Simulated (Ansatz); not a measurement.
The slice is one period of a {100} plane through atoms; its size isn't given.

Computed with PBE (plane waves to 420 eV, PAW, scalar-relativistic; Ansatz, a program for electronic structure). Inside the PAW spheres the values are not all-electron values, and peaks at nuclei hang on which shells count as valence.

```
|@@@@%#*+-:..         ..:-+*#%@@@|
|@@@%%#*=-:..         ..:-=*#%%@@|
|@@%%#*+=-:..         ..:-=+*#%%@|
|%%%#**+=-:...       ...:-=+**#%%|
|###**+=-::.............::-=+**##|
|***++=-::......:::......::-=++**|
|++===-:::..:::::::::::..:::-===+|
|=----::::::::-------::::::::----|
|::::::..:::---=====---:::..:::::|
|........::--===+++===--::.......|
|.......::--==+++++++==--::......|
|    ...::-==++*****++==-::...   |
|     ..:--=++**###**++=--:..    |
|     ..:-==+**#####**+==-:..    |
|     .::-=++*#######*++=-::.    |
|     .::-=++*#######*++=-::.    |
|     .::-=++*#######*++=-::.    |
|     ..:-==+**#####**+==-:..    |
|     ..:--=++**###**++=--:..    |
|    ...::-==++*****++==-::...   |
|.......::--==+++++++==--::......|
|........::--===+++===--::.......|
|::::::..:::---=====---:::..:::::|
|=----::::::::-------::::::::----|
|++===-:::..:::::::::::..:::-===+|
|***++=-::......:::......::-=++**|
|###**+=-::.............::-=+**##|
|%%%#**+=-:...       ...:-=+**#%%|
|@@%%#*+=-:..         ..:-=+*#%%@|
|@@@%%#*=-:..         ..:-=*#%%@@|
|@@@@%#*+-:..         ..:-+*#%@@@|
|@@@@%#*+=:..         ..:=+*#%@@@|
```
Scale: ten equal steps from -0.92 (start of ' ') to 1.46 (end of '@'), in the order ' .:-=+*#%@'. Values: log₁₀ of the valence density in e/Å³. The map has 32 points along u (one character each, u = 0 at the left) and 32 along v (v = 0 in the bottom row). The scale is logarithmic, as a density can span decades between atoms and voids.

```
|xxxx9764310000000000000134679xxx|
|xxxx8754210000000000000124578xxx|
|xxx876532000000000000000235678xx|
|x9876542100001122211000012456789|
|77765431000012333332100001345677|
|66554310000124555554210000134556|
|44432100001356777776531000012344|
|33221000013578899988753100001223|
|11100000135789999999875310000011|
|00000001357999999999997531000000|
|00000013579999999999999753100000|
|0000012578999998x899999875210000|
|00001246899999xxxxx9999986421000|
|0000135789999xxxxxxx999987531000|
|0000235799998xxxxxxx899997532000|
|000023579999xxxxxxxxx99997532000|
|0000235799998xxxxxxx899997532000|
|0000135789999xxxxxxx999987531000|
|00001246899999xxxxx9999986421000|
|0000012578999998x899999875210000|
|00000013579999999999999753100000|
|00000001357999999999997531000000|
|11100000135789999999875310000011|
|33221000013578899988753100001223|
|44432100001356777776531000012344|
|66554310000124555554210000134556|
|77765431000012333332100001345677|
|x9876542100001122211000012456789|
|xxx876532000000000000000235678xx|
|xxxx8754210000000000000124578xxx|
|xxxx9764310000000000000134679xxx|
|xxxxx76431000000000000013467xxxx|
```
Scale: ten equal steps from 0.09 (start of '0') to 0.82 (end of '9'), in the order '0123456789'. Values: electron localisation function (ELF). The map has 32 points along u (one character each, u = 0 at the left) and 32 along v (v = 0 in the bottom row). Points within 0.4 Å of a nucleus are blanked (x), as the pseudised field means little there.

Task: Which relaxed crystal do these maps come from?
A. MnO (rock salt)
B. NaF (rock salt)
C. FeO (rock salt)
D. LiF (rock salt)

Result: A, MnO (rock salt). Atoms on the slice: O at (0.50, 0.50); Mn at (0.00, 0.00)

All were relaxed with their symmetry unable to fall. FeO is run spin-polarised and with no Hubbard U; the real compound is an antiferromagnetic insulator, a state that this run doesn't describe. MnO is run spin-polarised and with no Hubbard U; the real compound is an antiferromagnetic insulator, a state that this run doesn't describe. Relaxed FeO ends ferromagnetic. Relaxed MnO ends ferromagnetic. The relaxed volume of NaF is well above the measured one; the method has no dispersion term. The magnetic order is the one the run started from; other orders were not tried. (This holds for the magnetic or f-shell members.)
